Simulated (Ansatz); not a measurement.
Te (trigonal-Te type, space group P3_121)

```
Te
1.0
    4.62412     0.00000     0.00000
   -2.31206     4.00460     0.00000
    0.00000     0.00000     5.90339
Te
3
Direct
  0.25335   0.00000   0.33333
  0.00000   0.25335   0.66667
  0.74665   0.74665   0.00000
```

Scan: atom 2 (Te, nearest neighbour Te at 2.827 Å; its periodic images, 4.6 Å or more away, move with it) is displaced along Cartesian [111], direction (0.577, 0.577, 0.577) in Cartesian axes, by s. The other atoms stay.

Level of theory: r2SCAN (plane waves to 500 eV, PAW, scalar-relativistic; Ansatz, an electronic-structure program). k mesh 7×7×5 (Γ-centred), Fermi-Dirac smearing 0.05 eV. The energy includes the smearing's −TS. As the smearing reaches across the gap at some points, energies and forces of such displacements shift with the k mesh and the smearing. Spin-orbit coupling is left out, though Te is heavy. Te was relaxed with its symmetry unable to fall. ΔE is measured from the undisplaced structure.

Successive frames, forces in eV/Å:

| frame | ΔE (meV/cell) | F on Te1 | F on Te2 | F on Te3 |
|---|---|---|---|---|
| s = 0.340 Å | 169 | (0.168, 0.357, 0.484) | (-0.325, -0.592, -0.836) | (0.157, 0.235, 0.352) |
| s = 0.170 Å | 41 | (0.053, 0.156, 0.245) | (-0.148, -0.278, -0.423) | (0.095, 0.122, 0.178) |
| s = 0.000 Å | 0 | (-0.001, 0.000, 0.000) | (0.001, -0.001, 0.000) | (0.001, 0.001, 0.000) |

Problem. What are the energy and the forces in the next frame, s = -0.170 Å?

Solution. ΔE (meV/cell) = 39.

```tsv
atom	Fx	Fy	Fz
Te1	-0.005	-0.116	-0.247
Te2	0.134	0.227	0.437
Te3	-0.129	-0.111	-0.191
```

(For displaced atoms, the force is minus the slope of the energy, and its curvature is a force constant, which sets phonon frequencies.)
